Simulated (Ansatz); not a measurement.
Relaxation of a relaxed TiC cell displaced along its unstable phonon at q = (0, 0, ½) of its primitive reciprocal cell (220i cm⁻¹), largest move 0.15 Å; 12 atoms in the cell, which starts as P6/mmm (No. 191), hP12; a = b = 5.3273 Å, c = 5.9409 Å, α = β = 90.00°, γ = 120.00°. Computed with PBE (plane waves to 420 eV, PAW, scalar-relativistic; Ansatz, an electronic-structure program). Γ-centred k-mesh 7×7×6 on the run's cell (coarser than for final values), Fermi–Dirac smearing 0.05 eV. This is the first round of the run. 

The optimiser's lines from the output (shortened; P is positive under compression):

```
relax step   1: F+E_penalty+E_count = -16500.83883021 eV  Δ(F+E_penalty+E_count) = +0.000e0 eV  max|allowed force component| = 4.320e-1 eV/Å  Δτ_max = 0.0000 Å  P = -0.203 GPa  Ω = 146.016 Å³  (11 SCF iters, dr2 threshold 1.00e-7 eV, accepted)
relax step   2: F+E_penalty+E_count = -16501.24008228 eV  Δ(F+E_penalty+E_count) = -4.013e-1 eV  max|allowed force component| = 1.580e0 eV/Å  Δτ_max = 0.1950 Å  P = -0.636 GPa  Ω = 145.952 Å³  (7 SCF iters, dr2 threshold 1.20e-6 eV, accepted)
relax step   3: F+E_penalty+E_count = -16502.08092533 eV  Δ(F+E_penalty+E_count) = -8.408e-1 eV  max|allowed force component| = 2.649e0 eV/Å  Δτ_max = 0.1955 Å  P = -0.813 GPa  Ω = 146.068 Å³  (6 SCF iters, dr2 threshold 1.20e-6 eV, accepted)
relax step   4: F+E_penalty+E_count = -16503.21771068 eV  Δ(F+E_penalty+E_count) = -1.137e0 eV  max|allowed force component| = 1.966e0 eV/Å  Δτ_max = 0.1950 Å  P = +2.267 GPa  Ω = 145.929 Å³  (7 SCF iters, dr2 threshold 1.20e-6 eV, accepted)
relax step   5: F+E_penalty+E_count = -16501.09705149 eV  Δ(F+E_penalty+E_count) = +2.121e0 eV  max|allowed force component| = 2.327e1 eV/Å  Δτ_max = 0.1940 Å  P = +11.076 GPa  Ω = 149.962 Å³  (8 SCF iters, dr2 threshold 1.20e-6 eV, rejected (line search))
relax step   6: F+E_penalty+E_count = -16503.26978216 eV  Δ(F+E_penalty+E_count) = -5.207e-2 eV  max|allowed force component| = 1.858e0 eV/Å  Δτ_max = 0.0146 Å  P = -2.049 GPa  Ω = 150.605 Å³  (11 SCF iters, accepted)
relax step   7: F+E_penalty+E_count = -16503.33929863 eV  Δ(F+E_penalty+E_count) = -6.952e-2 eV  max|allowed force component| = 1.189e0 eV/Å  Δτ_max = 0.0221 Å  P = -2.083 GPa  Ω = 150.707 Å³  (6 SCF iters, dr2 threshold 1.20e-6 eV, accepted)
relax step   8: F+E_penalty+E_count = -16503.37288718 eV  Δ(F+E_penalty+E_count) = -3.359e-2 eV  max|allowed force component| = 3.599e-2 eV/Å  Δτ_max = 0.0197 Å  P = +0.062 GPa  Ω = 149.619 Å³  (6 SCF iters, dr2 threshold 1.20e-6 eV, accepted)
relax step   9: F+E_penalty+E_count = -16503.37285268 eV  Δ(F+E_penalty+E_count) = +3.451e-5 eV  max|allowed force component| = 4.272e-4 eV/Å  Δτ_max = 0.0008 Å  P = +0.000 GPa  Ω = 149.694 Å³  (5 SCF iters, dr2 threshold 8.09e-8 eV, accepted)
relax step  10: F+E_penalty+E_count = -16503.37789142 eV  Δ(F+E_penalty+E_count) = -5.039e-3 eV  max|allowed force component| = 5.404e-4 eV/Å  Δτ_max = 0.0000 Å  P = +0.033 GPa  Ω = 149.694 Å³  stress off target by 4.91e-2 GPa  SCF on the basis re-selected at this cell (its energy is not comparable with the rows above)  (7 SCF iters)
relax step  11: F+E_penalty+E_count = -16503.37785750 eV  Δ(F+E_penalty+E_count) = +3.392e-5 eV  max|allowed force component| = 9.293e-5 eV/Å  Δτ_max = 0.0000 Å  P = +0.001 GPa  Ω = 149.730 Å³  (5 SCF iters, dr2 threshold 6.02e-9 eV, accepted)
relax step  12: F+E_penalty+E_count = -16503.37788885 eV  Δ(F+E_penalty+E_count) = -3.135e-5 eV  max|allowed force component| = 8.836e-5 eV/Å  Δτ_max = 0.0000 Å  P = +0.001 GPa  Ω = 149.730 Å³  stress off target by 1.01e-3 GPa  SCF on the basis re-selected at this cell (its energy is not comparable with the rows above)  (6 SCF iters)
```

From the first to the last row the energy changes by -0.21 eV/atom and the volume by +2.5 %. The last row is marked as not comparable with the walk above it, whose basis was carried along; it does compare with step 1, since both stand on a basis selected at the nominal cutoff for their own cell.

Step 5 was rejected by the optimiser.

Later rounds, restarted from the end of this one on a renewed k-mesh, logged 4 more steps and released under 0.01 eV/atom more. The final structure after all rounds: P6/mmm (No. 191), hP12; a = b = 5.425 Å, c = 5.875 Å, α = β = 90.00°, γ = 120.00°. Between re-selections the logged energies stand on a plane-wave basis carried along with the cell. No spin polarisation in the result.

The run could not lose the symmetry of its start: the end is stationary, and may be a saddle point rather than a minimum.

The relaxed structure here is a generated cell of TiC: the first start was made by placing the elements on the sites of a structure type, and the end was not matched to a known phase here, so it may be hypothetical. Known forms of TiC include space group No. 225.
